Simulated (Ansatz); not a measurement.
Theory: Ansatz, DFT PBE, scalar-relativistic, plane waves, PAW.

Structure of WSe₂:

```
CELL_PARAMETERS angstrom
3.32069 0.00000 0.00000
-1.66035 2.87581 0.00000
0.00000 0.00000 15.25746
ATOMIC_POSITIONS crystal
W 0.33333 0.66667 0.25000
W 0.66667 0.33333 0.75000
Se 0.33333 0.66667 0.64002
Se 0.66667 0.33333 0.14002
Se 0.33333 0.66667 0.85998
Se 0.66667 0.33333 0.35998
```

Plane waves to 420 eV, a k mesh through Γ of 12×12×2 on the computed 6-atom cell and Gaussian smearing (0.02 eV); no spin polarisation.

Levels along Γ–M–K–Γ–A–L–H–A | L–M | H–K, in eV from a zero inside the gap, sorted by energy at each point. Points in fractions of the primitive reciprocal vectors: Γ (0.000 0.000 0.000), M (0.500 0.000 0.000), K (0.333 0.333 0.000), A (0.000 0.000 0.500), L (0.500 0.000 0.500), H (0.333 0.333 0.500).
```csv
point,"k (1/Å, with 2π)",band 43,band 44,band 45,band 46,band 47,band 48,band 49
Γ,0.000,-1.99,-1.99,-1.29,-0.84,2.14,2.14,2.14
-,0.546,-2.35,-2.27,-1.70,-1.65,0.96,1.43,1.59
M,1.092,-1.75,-1.73,-1.72,-1.70,1.59,1.59,1.91
-,1.408,-2.92,-2.87,-1.16,-1.11,1.34,1.38,2.19
K,1.723,-3.09,-3.09,-0.78,-0.74,0.79,0.79,1.91
-,2.354,-2.15,-2.00,-1.56,-1.54,0.74,1.11,1.59
Γ,2.985,-1.99,-1.99,-1.29,-0.84,2.14,2.14,2.14
-,3.087,-1.99,-1.99,-1.19,-0.89,2.14,2.14,2.14
A,3.191,-1.99,-1.99,-1.02,-1.02,2.14,2.14,2.14
-,3.737,-2.36,-2.36,-1.67,-1.67,1.16,1.16,1.60
L,4.283,-1.74,-1.74,-1.71,-1.71,1.59,1.59,1.96
-,4.598,-2.90,-2.90,-1.14,-1.14,1.36,1.36,2.20
H,4.914,-3.09,-3.09,-0.76,-0.76,0.79,0.79,2.06
-,5.544,-2.08,-2.08,-1.55,-1.55,0.91,0.91,1.61
A,6.175,-1.99,-1.99,-1.02,-1.02,2.14,2.14,2.14
L,6.175,-1.74,-1.74,-1.71,-1.71,1.59,1.59,1.96
-,6.278,-1.74,-1.73,-1.72,-1.70,1.59,1.59,1.92
M,6.381,-1.75,-1.73,-1.72,-1.70,1.59,1.59,1.91
H,6.381,-3.09,-3.09,-0.76,-0.76,0.79,0.79,2.06
-,6.484,-3.09,-3.09,-0.78,-0.74,0.79,0.79,1.95
K,6.587,-3.09,-3.09,-0.78,-0.74,0.79,0.79,1.91
```

Spin-orbit coupling is left out, which matters for the bands of heavy elements. The cell holds layers, and where no dispersion correction was added their binding is poorly described.

Cost: 1 run of about 3.8 core-minutes, on Intel Xeon Processor @ 2.50GHz (Skylake/Cascade Lake) (shared hosts).